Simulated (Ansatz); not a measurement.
ZnSe:
```xyz
2
Lattice="0.0000 2.8665 2.8665 2.8665 0.0000 2.8665 2.8665 2.8665 0.0000" Properties=species:S:1:pos:R:3 pbc="T T T"
Se     4.2998     4.2998     4.2998
Zn     0.0000     0.0000     0.0000
```

Relaxed with PBE. Special points in fractions of this cell's reciprocal vectors: Γ (0.000, 0.000, 0.000); X (0.500, 0.000, 0.500); U (0.625, 0.250, 0.625); K (0.375, 0.375, 0.750); L (0.500, 0.500, 0.500); W (0.500, 0.250, 0.750).

Problem. List the band energies nearest the valence-band maximum at these points for DFT-PBE with spin–orbit coupling in the program Ansatz with PAW potentials.

Solution. In eV from the valence-band maximum; about four levels below and three above (degenerate sets whole), none deeper than 8.9 eV; points with the same levels are listed once.

```tsv
k	below	above
Γ	0.00 0.00 0.00 0.00	1.03 1.03 5.60 5.60
X	-2.28 -2.28 -2.11 -2.11	2.94 2.94 3.34 3.34
U	-3.11 -2.99 -1.81 -1.81	3.48 3.49 5.34
L	-1.06 -1.06 -0.83 -0.83	2.36 2.36 6.24 6.24
W	-2.86 -2.68 -2.62 -2.60	5.14 5.35 5.35
```

Space group F-43m (zinc blende). Symmetry was held in the PBE relaxation; phonons on a q-mesh show no instability.

Potentials: the later of the program's two PAW sets.
